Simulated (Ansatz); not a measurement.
One starting cell of VBiO₄ (a generated cell, VBiO4 placed in the scheelite structure type) was relaxed twice with Ansatz (plane waves, PAW, scalar-relativistic): with r2SCAN at 500 eV and with PBE at 420 eV. The r2SCAN result:

Space group I4₁/a, origin choice 1 (No. 88); a = 5.121 Å, b = 5.121 Å, c = 11.623 Å, α = 90.00°, β = 90.00°, γ = 90.00°

| atom | site | symmetry | x | y | z |
|---|---|---|---|---|---|
| Bi | 4a | -4.. | 0.0000 | 0.0000 | 0.0000 |
| V | 4b | -4.. | 0.0000 | 0.0000 | 0.5000 |
| O | 16f | 1 | 0.2512 | 0.3610 | 0.0787 |
(The calculation used a cell of 12 atoms; values per cell refer to that cell.)

```json
[
 {"quantity": "space group", "r2SCAN": "I4₁/a", "PBE": "I4₁/a"},
 {"quantity": "volume (Å³/atom)", "r2SCAN": "12.70", "PBE": "(withheld)"},
 {"quantity": "a (Å)", "r2SCAN": "5.121", "PBE": "(withheld)"},
 {"quantity": "c (Å)", "r2SCAN": "11.623", "PBE": "(withheld)"},
 {"quantity": "gap (eV, no spin-orbit coupling)", "r2SCAN": "2.50", "PBE": "(withheld)"}
]
```

Question: What does PBE give for the same quantities?

Answer: 
- volume (Å³/atom), PBE: 13.10
- a (Å), PBE: 5.166
- c (Å), PBE: 11.779
- gap (eV, no spin-orbit coupling), PBE: 2.27

Both levels end in the same structure; PBE's volume is 3.1 % larger; its gap is 0.23 eV smaller. Neither column is exact.

No spin polarisation in the result. No Hubbard U is applied. Spin-orbit coupling is missing; with elements this heavy it can move band edges by tenths of an eV or more.

The run could not lose the symmetry of its start.

The first start was generated by placing the elements on the sites of a structure type. A measured structure of VBiO4 has the same space group, I4₁/a (No. 88); the sites were not compared with it.

Ansatz is a program for electronic structure.
